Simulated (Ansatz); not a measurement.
TiAlMo$_{2}$C$_{2}$:
```
TiAlMo2C2
1.0
    2.99949     0.00000     0.00000
   -1.49975     2.59764     0.00000
    0.00000     0.00000    18.75741
Mo Ti Al C
4 2 2 4
Direct
  0.66667   0.33333   0.36665
  0.33333   0.66667   0.63335
  0.33333   0.66667   0.86665
  0.66667   0.33333   0.13335
  0.00000   0.00000   0.50000
  0.00000   0.00000   0.00000
  0.00000   0.00000   0.75000
  0.00000   0.00000   0.25000
  0.33333   0.66667   0.43155
  0.66667   0.33333   0.56845
  0.66667   0.33333   0.93155
  0.33333   0.66667   0.06845
```

Relaxed with PBE. Special points in fractions of this cell's reciprocal vectors: Γ (0.000, 0.000, 0.000); M (0.500, 0.000, 0.000); K (0.333, 0.333, 0.000); A (0.000, 0.000, 0.500); L (0.500, 0.000, 0.500); H (0.333, 0.333, 0.500).

Q: List the band energies nearest the Fermi level at these points for the program Ansatz at the PBE level (PAW).

A: In eV from the Fermi level; about four levels below and three above (degenerate sets whole), none deeper than 8.9 eV; points with the same levels are listed once.

```
k                    below                above
-  -----------------------  -------------------
Γ  -0.68 -0.68 -0.65 -0.65  0.09 0.09 0.16 0.16
M  -2.02 -1.85 -0.21 -0.01       0.69 1.14 1.22
K  -2.16 -2.16 -1.76 -1.76       0.72 0.82 0.82
A  -0.66 -0.66 -0.66 -0.66  0.12 0.12 0.12 0.12
L  -1.92 -1.92 -0.14 -0.14  0.97 0.97 1.24 1.24
H  -2.17 -2.17 -1.75 -1.75  0.81 0.81 0.82 0.82
```

Space group P6_3/mmc. The start of the workflow was typed in or built on a structure type; neither database checked (COD, Materials Project) lists it. Its standing as an ambient phase is unchecked. The cell was relaxed with PBE under the symmetry of its start; its stability against distortions is not shown here. The run is not spin-polarised. Spin–orbit coupling is left out wherever it is not named.

Potentials: the earlier of the program's two PAW sets.
